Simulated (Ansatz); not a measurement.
## Kick test of a cell of SiB₅

The structure comes from a proposed guess, relaxed at this level; another structure or a mixture of phases may lie lower.

Computed with Ansatz 0.2.0, DFT PBE, scalar-relativistic, plane waves, PAW. Cutoff 420 eV; k points 8×8×8 on the computed 12-atom cell (Γ-centred); Gaussian smearing, width 0.10 eV; no spin polarisation.

The cell below (12 atoms, space group C2/m (No. 12)) is relaxed within its symmetry.

```
CELL_PARAMETERS angstrom
4.31972 -2.98708 -0.00209
4.31972 2.98708 -0.00209
-3.00864 0.00000 4.19205
ATOMIC_POSITIONS crystal
Si 0.71358 0.71358 0.89684
Si 0.28642 0.28642 0.10316
B 0.00097 0.00097 0.66460
B 0.99903 0.99903 0.33540
B 0.01437 0.33705 0.34272
B 0.98563 0.66295 0.65728
B 0.66295 0.98563 0.65728
B 0.33705 0.01437 0.34272
B 0.82774 0.30119 0.92361
B 0.30119 0.82774 0.92361
B 0.69881 0.17226 0.07639
B 0.17226 0.69881 0.07639
```

For the test it was strained at random (σ = 1.5 % a component), the atoms were moved at random (σ = 0.15 Å), and all was relaxed again on a coarse 6×6×6 mesh (in the run’s order of axes) with 0.20 eV smearing, with no symmetry imposed.

Question: Does it come back?

Answer: It returns, within 1 meV/atom of the unmoved cell on that mesh and with the same symmetry when read at 0.1 Å. No instability shows in this cell; modes of other wave vectors, which need another repeat, aren't tested.
